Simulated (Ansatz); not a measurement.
Consider the following.

Starting cell, TiB$_{2}$ (AlB2 type, space group P6/mmm):

```xyz
6
Lattice="6.0498 0.0000 0.0000 -1.5124 2.6196 0.0000 3.0249 0.0000 3.2238" Properties=species:S:1:pos:R:3 pbc="T T T"
Ti     0.0000     0.0000     0.0000
Ti     3.0249     0.0000     0.0000
B      6.0498     1.7464     1.6119
B      3.0249     1.7464     1.6119
B      1.5124     0.8732     1.6119
B      4.5373     0.8732     1.6119
```

The atoms are displaced by Q × the pattern below (from a DFPT mode at L = (0.5, 0.0, 0.5), largest move 1; Q in Å), at fixed cell. (q is in reciprocal vectors of the primitive cell; the cell shown is doubled to hold the pattern.)

```
atom       x       y      z
----  ------  ------  -----
B3    -0.500   0.866  0.000
B4     0.500  -0.866  0.000
B5    -0.500   0.866  0.000
B6     0.500  -0.866  0.000
```

Atoms not listed stay in place.

Level of theory: r2SCAN (plane waves to 500 eV, PAW, scalar-relativistic; Ansatz, a quantum-chemistry and plane-wave program). k mesh 18×18×18 (Γ-centred), Fermi-Dirac smearing 0.05 eV. E stands for the smeared free energy. With partly filled bands, energies and forces of such displacements shift with the k mesh and the smearing. The PAW data are Ansatz's earlier set. TiB2 is run without spin polarisation. TiB2 was relaxed with its symmetry unable to fall. The zero of ΔE is the undisplaced structure.

The scan covers Q from -0.280 to 0.280 Å in 13 points.

**Question.** Is this a single well or a double well?

**Answer.** A single well with its minimum at or next to zero displacement.

**Question.** Which space group does the distorted structure have?

**Answer.** Ibam (No. 72), lowered from P6/mmm.

**Question.** What is the energy change at Q = 0.280 Å?

**Answer.** 1752 meV/cell.

**Question.** What harmonic wavenumber does the curvature at Q = 0 give?

**Answer.** 535 cm⁻¹.

(A displaced cell: forces are minus the slopes of the energy, force constants its curvatures, and phonons follow from these.)
